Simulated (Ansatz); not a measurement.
Starting structure of a cell relaxation (symmetry kept):

```yaml
crystal:
  lattice:
    - [2.68884, 1.55240, 4.49403]
    - [-2.68884, 1.55240, 4.49403]
    - [0.00000, -3.10481, 4.49403]
  atoms:
    - { symbol: In, position: [0.50000, 0.50000, 0.50000] }
    - { symbol: In, position: [0.00000, 0.00000, 0.00000] }
    - { symbol: Ni, position: [0.50000, 0.00000, 0.00000] }
    - { symbol: Ni, position: [0.00000, 0.50000, 0.00000] }
    - { symbol: Ni, position: [0.00000, 0.00000, 0.50000] }
    - { symbol: S, position: [0.72308, 0.72308, 0.72308] }
    - { symbol: S, position: [0.27692, 0.27692, 0.27692] }
```

All numbers below come from DFT PBEsol, scalar-relativistic, plane waves, PAW in Ansatz 0.2.0.

Settings: cutoff 420 eV, Γ-centred mesh 12×12×12 on the computed 7-atom cell, Gaussian smearing of 0.10 eV; no spin polarisation.

Q: What does it relax to?

A: The volume goes down by 0.45 Å³/atom to 15.63 Å³/atom, and the energy falls by 3.5 meV/atom. Final structure:
```cif
data_structure
_symmetry_space_group_name_H-M 'R-3m:H'
_symmetry_Int_Tables_number 166
_cell_length_a 5.3201
_cell_length_b 5.3201
_cell_length_c 13.3926
_cell_angle_alpha 90.000
_cell_angle_beta 90.000
_cell_angle_gamma 120.000
_cell_volume 328.28
loop_
_atom_site_label
_atom_site_type_symbol
_atom_site_symmetry_multiplicity
_atom_site_Wyckoff_symbol
_atom_site_fract_x
_atom_site_fract_y
_atom_site_fract_z
_atom_site_occupancy
In1 In 3 b 0.66667 0.33333 0.83333 1
In2 In 3 a 0.00000 0.00000 0.00000 1
Ni1 Ni 9 d 0.66667 0.83333 0.83333 1
S1 S 6 c 0.00000 0.00000 0.72149 1
```

Course of the relaxation (steps run on the plane waves of an earlier cell, and the basis is chosen afresh near the end, so energy and pressure can step there; trial steps that raised the energy were taken back; energies are free energies):

| step | E − E_final (meV/atom) | largest force component (eV/Å) | P (GPa) | V (Å³/atom) |
| --- | --- | --- | --- | --- |
| 1 | 3.5 | 0.002 | -2.37 | 16.08 |
| 2 | 0.6 | 0.105 | 0.55 | 15.50 |
| 3 | -0.1 | 0.002 | -0.11 | 15.65 |
| 4 | -0.1 | 0.047 | -0.20 | 15.65 |
| 5 | -0.1 | 0.001 | 0.00 | 15.63 |
| 6 | 0.0 | 0.001 | 0.00 | 15.63 |

Cost: 1 run of about 7.5 core-minutes, on Arm Neoverse V2 (shared hosts).